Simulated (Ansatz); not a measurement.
Re:
```
CELL_PARAMETERS angstrom
      2.75312     0.00000     0.00000
     -1.37656     2.38427     0.00000
      0.00000     0.00000    13.30038
ATOMIC_POSITIONS crystal
  Re 0.00000 0.00000 0.66666
  Re 0.33333 0.66667 0.83321
  Re 0.00000 0.00000 0.00000
  Re 0.33333 0.66667 0.16679
  Re 0.00000 0.00000 0.33334
  Re 0.66667 0.33333 0.50000
```

Relaxed with PBEsol. Special points in fractions of this cell's reciprocal vectors: Γ (0.000, 0.000, 0.000); M (0.500, 0.000, 0.000); K (0.333, 0.333, 0.000); A (0.000, 0.000, 0.500); L (0.500, 0.000, 0.500); H (0.333, 0.333, 0.500).

**Question.** List the band energies nearest the Fermi level at these points for PBEsol (plane waves, PAW; program Ansatz).

**Answer.** In eV from the Fermi level; about four levels below and three above (degenerate sets whole), none deeper than 8.9 eV; points with the same levels are listed once.

| k | below | above |
|---|---|---|
| Γ | -1.27 -1.27 -0.94 -0.94 | 0.51 0.51 0.64 |
| M | -0.96 -0.92 -0.77 -0.10 | 0.42 1.18 1.20 |
| K | -2.18 -2.17 -0.08 -0.02 | 0.01 0.71 1.43 |
| A | -1.06 -1.06 -0.26 -0.22 | 0.71 0.71 0.98 0.98 |
| L | -1.07 -0.96 -0.55 -0.12 | 0.35 0.36 1.22 |
| H | -2.17 -0.08 -0.02 -0.02 | 0.98 1.35 2.13 |

Space group P-6m2. The start of the workflow was typed in or built on a structure type; neither database checked (COD, Materials Project) lists it. It is not the phase usual at ambient conditions (space group No. 194). Symmetry was held in the PBEsol relaxation; whether a distortion lowers the energy is not shown. No spin polarisation was allowed. Scalar-relativistic: spin–orbit coupling is off unless named, which matters more the heavier the elements.

Potentials: the later of the program's two PAW sets.
